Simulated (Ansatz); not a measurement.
SrO (rock salt, space group No. 225) at seven volumes, plane-wave PAW LDA (Ansatz code), scaled uniformly. One row is withheld.

```csv
V (Å³/atom),P (GPa)
14.778,12.17
15.265,7.42
15.752,3.40
16.239,0.00
16.726,-2.89
17.213,?
17.701,-7.40
```

Fit the shown pressures and predict the withheld one.

Third-order Birch–Murnaghan: P = (3/2)B₀(x^(7/2) − x^(5/2))[1 + (3/4)(B′ − 4)(x − 1)] with x = (V₀/V)^(2/3). Least squares on the six rows gives V₀ = 16.239 Å³/atom, B₀ = 104.3 GPa, B′ = 4.52. At V = 17.213, x = 0.9619 and P = -5.33 GPa. The run itself gave -5.33 GPa.

Space group Fm-3m (rock salt). The cell was relaxed with LDA under the symmetry of its start.

Potentials: the earlier of the program's two PAW sets. The files were generated under PBE; for other functionals the program regenerates the frozen cores, and for LDA and PBEsol the local potential too.
